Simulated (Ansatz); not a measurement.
MgB$_{2}$ in space group P6/mmm (No. 191; Mg on 1a, B on 2d) at seven volumes, PBEsol in the plane-wave PAW code Ansatz, shape and atoms relaxed at each. One row is withheld.

```csv
V (Å³/atom),P (GPa)
8.633,16.19
8.918,10.02
9.202,4.70
9.487,0.00
9.771,-4.12
10.056,-7.73
10.341,?
```

Task: Fit the shown pressures and predict the withheld one.

Result: P = (3/2)B₀(x^(7/2) − x^(5/2))[1 + (3/4)(B′ − 4)(x − 1)] with x = (V₀/V)^(2/3). Least squares on the six rows gives V₀ = 9.486 Å³/atom, B₀ = 146 GPa, B′ = 3.40. At V = 10.341, x = 0.9441 and P = -10.87 GPa. The run itself gave -10.86 GPa.

The PBEsol relaxation kept the symmetry of its start; of distortions, only those at the zone centre were tested.

Potentials: the later of the program's two PAW sets.
